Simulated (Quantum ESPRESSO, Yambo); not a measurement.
PbSe (rock salt, space group Fm-3m, No. 225): static response along x against the Γ-centred k mesh (Yambo on norm-conserving LDA (Quantum ESPRESSO, 86 Ry, no spin-orbit coupling) bands; 46 bands, 4 Ry block). The smallest direct LDA gap is 0.28 eV.

| k mesh | ε(0), independent particles | ε(0), RPA with local fields | rough Yambo cost |
|---|---|---|---|
| 4×4×4 | 91.6 | 84.8 | about 1/5 |
| 6×6×6 | 40.2 | 37.6 | about 1/2 |
| 8×8×8 | 29.8 | 27.6 | within a factor of two |
| 10×10×10 | 26.7 | 24.5 | 1 |

The last step changes the RPA value by 12 %: not yet converged. Electronic response only; costs are rough.

Geometry of the Materials Project entry, not relaxed at this level; primitive cell a = b = c = 4.371 Å, α = β = γ = 60.00°.
